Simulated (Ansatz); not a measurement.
## GaIr (Pm-3m), trigonal deformation path

The calculation used Ansatz 0.2.0, DFT PBEsol, scalar-relativistic, plane waves, PAW. Settings: plane waves to 420 eV, k-mesh 18×18×18 (Γ-centred), Gaussian smearing 0.15 eV. Spin–orbit coupling is left out, which can shift energies with elements as heavy as these. No spin polarisation. Energies are free energies at this smearing, counted from the undisturbed cell; pressure is positive in compression.

The starting cell (as given, not relaxed at this level; it stands at 4.0 GPa, and it needn't be the usual structure):

```
CELL_PARAMETERS angstrom
3.00400 0.00000 0.00000
0.00000 3.00400 0.00000
0.00000 0.00000 3.00400
ATOMIC_POSITIONS crystal
Ga 0.00000 0.00000 0.00000
Ir 0.50000 0.50000 0.50000
```

At fixed volume and fractional coordinates, lengths along (0.577, 0.577, 0.577) are scaled against those across it; ρ is that ratio over its starting value. The cell is metallic on the mesh throughout. At ρ = 2.000 the cell becomes cubic (Fm-3m), and there the slope of the energy vanishes by symmetry.

| ρ | ΔE (meV/atom) |
| --- | --- |
| 0.500 | 12074.4 |
| 0.600 | 4731.8 |
| 0.710 | 1527.6 |
| 0.850 | 215.7 |
| 0.930 | 31.5 |
| 1.000 | 0.0 |
| 1.080 | 22.8 |
| 1.200 | 116.2 |
| 1.410 | 362.8 |
| 1.700 | 687.6 |
| 2.000 | 822.1 |

Task: Predict the pressure (GPa) at each point.

Result:
```
    ρ  pressure (GPa)
0.500           325.0
0.600           146.8
0.710            58.0
0.850            14.0
0.930             5.8
1.000             4.0
1.080             5.5
1.200            11.0
1.410            22.4
1.700            33.8
2.000            37.4
```

Cost: 11 runs of about 2.4 core-minutes in all, on Arm Neoverse V1 (shared hosts).